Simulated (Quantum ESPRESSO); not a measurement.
# Moving one atom in Ca2ZnMgO4

Calculated results; nothing here was measured. They come from pw.x of Quantum ESPRESSO 7.5, a plane-wave density functional program, with PseudoDojo standard norm-conserving files (v0.5 for PBE, v0.4.1 for LDA and PBEsol). The cells are made up: elements, strain and atom displacements were drawn at random, and nothing was relaxed. There is no spin polarisation, spin-orbit coupling or dispersion term.

The cell has 8 sites of a rocksalt lattice. Sites 1 to 4 hold Ca Zn Mg Ca; sites 5 to 8 hold O O O O. Cell vectors in Å: (4.620, 0.000, 0.000); (0.000, 4.620, 0.000); (0.000, 0.000, 4.620). Settings: PBE, cutoff 1143 eV, 4 x 4 x 4 k mesh shifted by half a step, Fermi-Dirac smearing of 0.025 eV.

Each run shifts the O atom on site 7 along y and leaves all else fixed. Site 2 is one of its nearest neighbours. E is the free energy of the cell above the lowest run shown.

```
run,shift (Å),Fy on site 7 (eV/Å),Fy on site 2 (eV/Å),P (GPa),E (meV)
1,-0.1055,0.409,0.390,0.42,48.3
3,-0.0676,0.351,0.286,0.41,33.9
4,-0.0284,0.295,0.177,0.42,21.3
5,-0.0010,0.253,0.103,0.44,13.7
6,0.0561,0.150,-0.036,0.53,2.1
7,0.0721,0.116,-0.070,0.57,0.0
2,-0.0818,?,?,?,?
```

A rerun of one of these cells at 1437 eV and k mesh 6 x 6 x 6 moved values by no more than 0.002 eV in the cell's energy, 0.04 GPa in stress and 0.003 eV/Å in force.

## Worked fit

A parabola through the six runs shown gives Fy on site 7 = 0.249 - 1.69 u - 1.8 u² eV/Å, with u in Å and a scatter of 0.004 eV/Å. Minus the slope, 1.69 ± 0.11 eV/Å², is this atom's force constant along y at u = 0, with its periodic images moving too. The fitted force does not vanish within the range. The error is the larger of the fit's own and the change that a cubic makes, rounded up.

## Withheld run

Question: what Fy on site 7 should run 2 give?

The fit gives 0.375 eV/Å. The calculation gave 0.372 eV/Å.

```
run  shift (Å)  Fy on site 7 (eV/Å)  Fy on site 2 (eV/Å)  P (GPa)  E (meV)
  2    -0.0818                0.372                0.325     0.41     39.1
```